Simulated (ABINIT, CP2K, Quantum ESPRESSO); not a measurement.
## Pb: 3 runs at one level of theory

```xyz
5
Lattice="3.4928 0.0000 0.0000 0.0000 3.4928 0.0000 0.0000 0.0000 24.8792" Properties=species:S:1:pos:R:3 pbc="T T T"
Pb    1.7464    1.7464    7.5000
Pb    0.0000    0.0000    9.9698
Pb    1.7464    1.7464   12.4396
Pb    0.0000    0.0000   14.9094
Pb    1.7464    1.7464   17.3792
```

Alike in all runs: task work function; functional PBE; k mesh 8 × 8 × 1; occupations fermi-dirac, width 0.05 eV; no spin polarisation; no spin-orbit coupling.

```csv
program and potentials,plane-wave cutoff (eV),notes,band gap (eV),largest force (eV/Å)
"ABINIT, JTH PAW PBE v2.0",599,14 valence electrons an atom on average,no gap,0.510
"CP2K, POTENTIAL_UZH Pb GTH-PBE-q4; TZVP-MOLOPT-PBE-GTH basis",-,atomic basis; 4 valence electrons an atom on average,no gap,0.500
"Quantum ESPRESSO, PseudoDojo 0.4.1 SR PBE standard",762,14 valence electrons an atom on average,?,?
```

Q: Estimate from the other rows what the run with Quantum ESPRESSO, PseudoDojo 0.4.1 SR PBE standard gave.

A: No band gap; largest force 0.504 eV/Å. The other rows, which needn't bracket it: largest force 0.500 to 0.510.
